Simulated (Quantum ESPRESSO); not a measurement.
```
CELL_PARAMETERS angstrom
      4.18188     0.00000     0.00000
     -2.09094     3.62162     0.00000
      0.00000     0.00000     6.89757
ATOMIC_POSITIONS crystal
  Cu 0.66667 0.33333 0.87339
  Cu 0.33333 0.66667 0.37339
  I  0.66667 0.33333 0.50161
  I  0.33333 0.66667 0.00161
```

Cell and atoms were relaxed with PBEsol from Materials Project entry mp-569346, within its symmetry.

**Question.** What does PBEsol (pw.x of Quantum ESPRESSO, ONCV potentials, scalar-relativistic) give for the electronic structure near the Fermi level?

**Answer.** The PBEsol gap is direct, 1.20 eV at Γ. Spin-orbit coupling is left out, which matters for elements this heavy: edges can move by tenths of an eV. The filled Cu 3d shell has no Hubbard U; semilocal functionals place it too high.

This is not the ordinary phase of the substance.
